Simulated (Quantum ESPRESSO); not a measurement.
## Kohn-Sham bands of MgTe (wurtzite)

```
CELL_PARAMETERS angstrom
      4.59020     0.00000     0.00000
     -2.29510     3.97523     0.00000
      0.00000     0.00000     7.43781
ATOMIC_POSITIONS crystal
  Mg 0.33333 0.66667 0.99599
  Mg 0.66667 0.33333 0.49599
  Te 0.33333 0.66667 0.37401
  Te 0.66667 0.33333 0.87401
```

Materials Project entry mp-1039; symmetrised, unrelaxed at this level. COD (Crystallography Open Database) has an entry of this formula and space group (matched by these alone). Computed values, not measurements, from PBEsol: Quantum ESPRESSO (norm-conserving PseudoDojo potentials, cutoff 68 Ry, no spin polarisation, no spin-orbit coupling) on a Γ-centred 6×6×4 mesh, then Wannier90. Density: 12×12×4 mesh, cold smearing 0.01 Ry. Spin-orbit coupling is left out although heavy elements are present.

Question: List the Kohn-Sham levels between −8 and 5.3 eV relative to the valence-band maximum at the high-symmetry points, as a band run of pw.x on that density gives them (levels within 2 meV counted together).

Answer: 
```tsv
point	k (reciprocal lattice)	levels (eV)
Γ	0.000 0.000 0.000	-3.25, -0.53 (×2), -0.04 (×2), 0.00, 2.29, 2.84, 5.21 (×2)
M	0.500 0.000 0.000	-3.10, -2.63, -1.97, -1.26, -1.01, -0.47, 3.06, 3.76, 4.18
K	0.333 0.333 0.000	-2.58 (×2), -2.38, -1.42 (×2), -1.38, 3.45
A	0.000 0.000 0.500	-2.02 (×2), -0.30 (×4), 3.32 (×2)
L	0.500 0.000 0.500	-3.18 (×2), -0.91 (×2), -0.90 (×2), 3.12 (×2), 4.19 (×2)
H	0.333 0.333 0.500	-2.97 (×2), -1.96 (×2), -0.63 (×2), 3.81 (×2), 5.04 (×2)
```
